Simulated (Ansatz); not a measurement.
Values for one crystal, relaxed and computed with r²SCAN (plane waves, PAW; program Ansatz); other levels are named.

| Quantity | Result |
|---|---|
| Volume per atom | 24.24 Å³ |
| Electronic character | metallic (no gap) |
| Density of states at the Fermi level | 0.73 states/eV per atom (mean over ±0.08 eV) |
| Formation energy from the elements (no fitted shifts) | -0.89 eV/atom |

Question: Pick the material that matches.
A) SrPb, Cmcm (Sr on 4c, Pb on 4c)
B) CaHg, CsCl type
C) LaAu2, Imma (La on 4e, Au on 8h)
D) BaPb, Cmcm (Ba on 4c, Pb on 4c)

Answer: C, LaAu2, Imma (La on 4e, Au on 8h)

The workflow started from a Materials Project entry (that database holds measured and hypothetical structures alike); the Crystallography Open Database copy checked does not list it. Its standing as an ambient phase is unchecked. The r²SCAN relaxation kept the symmetry of its start; whether a distortion lowers the energy is not shown. The references are the lowest solids computed at this level, not always the standard phases. Scalar-relativistic: spin–orbit coupling is off unless named, which matters more the heavier the elements.

Potentials: the later of the program's two PAW sets.
